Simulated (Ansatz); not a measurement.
RbH:
```cif
data_HRb
_chemical_formula_sum 'Rb1 H1'
_space_group_name_H-M_alt 'P 1'
_space_group_IT_number 1
_cell_length_a 4.09159
_cell_length_b 4.09159
_cell_length_c 4.09159
_cell_angle_alpha 60.000
_cell_angle_beta 60.000
_cell_angle_gamma 60.000
loop_
_space_group_symop_operation_xyz
  'x, y, z'
loop_
_atom_site_label
_atom_site_type_symbol
_atom_site_fract_x
_atom_site_fract_y
_atom_site_fract_z
_atom_site_occupancy
Rb1 Rb 0.50000 0.50000 0.50000 1
H1 H 0.00000 0.00000 0.00000 1
```

Relaxed with LDA.

**Question.** Which orbitals make up the states near the band edges in the program Ansatz at the LDA level (PAW)?

**Answer.** Top 1 eV of the valence band: H 1s 82 %, Rb 5s 11 %. Bottom 1 eV of the conduction band: Rb 5s 64 %, H 1s 6 %, outside the projected shells 29 %. Projections are on Löwdin-orthogonalised atomic valence shells; empty p or d shells of many metals are not among them.

**Question.** Tabulate the density of states.

**Answer.** States/eV per cell of 2 atoms, in 0.25 eV bins, energy from the valence-band maximum.

| E (eV) | total | H 1s | Rb 5s | Rb 4p |
|---|---|---|---|---|
| -7.85 | 0.00 | 0.00 | 0.00 | 0.00 |
| -7.60 | 0.00 | 0.00 | 0.00 | 0.00 |
| -7.35 | 0.00 | 0.00 | 0.00 | 0.00 |
| -7.10 | 0.00 | 0.00 | 0.00 | 0.00 |
| -6.85 | 0.00 | 0.00 | 0.00 | 0.00 |
| -6.60 | 0.00 | 0.00 | 0.00 | 0.00 |
| -6.35 | 0.00 | 0.00 | 0.00 | 0.00 |
| -6.10 | 0.00 | 0.00 | 0.00 | 0.00 |
| -5.85 | 0.00 | 0.00 | 0.00 | 0.00 |
| -5.60 | 0.00 | 0.00 | 0.00 | 0.00 |
| -5.35 | 0.00 | 0.00 | 0.00 | 0.00 |
| -5.10 | 0.00 | 0.00 | 0.00 | 0.00 |
| -4.85 | 0.00 | 0.00 | 0.00 | 0.00 |
| -4.60 | 0.00 | 0.00 | 0.00 | 0.00 |
| -4.35 | 0.00 | 0.00 | 0.00 | 0.00 |
| -4.10 | 0.00 | 0.00 | 0.00 | 0.00 |
| -3.85 | 0.00 | 0.00 | 0.00 | 0.00 |
| -3.60 | 0.00 | 0.00 | 0.00 | 0.00 |
| -3.35 | 0.00 | 0.00 | 0.00 | 0.00 |
| -3.10 | 0.00 | 0.00 | 0.00 | 0.00 |
| -2.85 | 0.00 | 0.00 | 0.00 | 0.00 |
| -2.60 | 0.00 | 0.00 | 0.00 | 0.00 |
| -2.35 | 0.01 | 0.00 | 0.00 | 0.00 |
| -2.10 | 0.10 | 0.04 | 0.05 | 0.00 |
| -1.85 | 0.17 | 0.07 | 0.09 | 0.01 |
| -1.60 | 0.26 | 0.12 | 0.12 | 0.01 |
| -1.35 | 0.37 | 0.19 | 0.16 | 0.02 |
| -1.10 | 0.83 | 0.54 | 0.23 | 0.03 |
| -0.85 | 1.71 | 1.30 | 0.29 | 0.06 |
| -0.60 | 2.52 | 2.11 | 0.24 | 0.08 |
| -0.35 | 1.68 | 1.44 | 0.12 | 0.06 |
| -0.10 | 0.34 | 0.30 | 0.02 | 0.02 |
| 0.15 | 0.00 | 0.00 | 0.00 | 0.00 |
| 0.40 | 0.00 | 0.00 | 0.00 | 0.00 |
| 0.65 | 0.00 | 0.00 | 0.00 | 0.00 |
| 0.90 | 0.00 | 0.00 | 0.00 | 0.00 |
| 1.15 | 0.00 | 0.00 | 0.00 | 0.00 |
| 1.40 | 0.00 | 0.00 | 0.00 | 0.00 |
| 1.65 | 0.00 | 0.00 | 0.00 | 0.00 |
| 1.90 | 0.00 | 0.00 | 0.00 | 0.00 |
| 2.15 | 0.00 | 0.00 | 0.00 | 0.00 |
| 2.40 | 0.01 | 0.00 | 0.01 | 0.00 |
| 2.65 | 0.19 | 0.01 | 0.14 | 0.00 |
| 2.90 | 0.35 | 0.02 | 0.24 | 0.00 |
| 3.15 | 0.52 | 0.03 | 0.32 | 0.00 |
| 3.40 | 0.74 | 0.05 | 0.42 | 0.00 |
| 3.65 | 1.09 | 0.08 | 0.59 | 0.01 |
| 3.90 | 1.24 | 0.09 | 0.58 | 0.01 |
| 4.15 | 1.93 | 0.09 | 0.47 | 0.01 |
| 4.40 | 0.91 | 0.08 | 0.21 | 0.00 |
| 4.65 | 1.11 | 0.07 | 0.23 | 0.01 |
| 4.90 | 2.93 | 0.07 | 0.44 | 0.01 |
| 5.15 | 1.99 | 0.05 | 0.25 | 0.01 |
| 5.40 | 1.16 | 0.04 | 0.09 | 0.00 |
| 5.65 | 0.77 | 0.03 | 0.05 | 0.00 |
| 5.90 | 0.60 | 0.03 | 0.03 | 0.00 |
| 6.15 | 0.59 | 0.02 | 0.02 | 0.00 |
| 6.40 | 1.12 | 0.02 | 0.02 | 0.00 |
| 6.65 | 2.32 | 0.01 | 0.01 | 0.00 |
| 6.90 | 2.31 | 0.03 | 0.03 | 0.00 |
| 7.15 | 1.21 | 0.04 | 0.03 | 0.00 |

Space group Fm-3m (rock salt). The first step of the workflow began from a Materials Project structure, measured or hypothetical; the Crystallography Open Database files this formula in space group No. 225, but the cells were not matched. Whether it is the stable phase at ambient conditions was not checked. Symmetry was held in the LDA relaxation; phonons on a q-mesh show no instability. Spin–orbit coupling is left out wherever it is not named.

Potentials: the later of the program's two PAW sets.
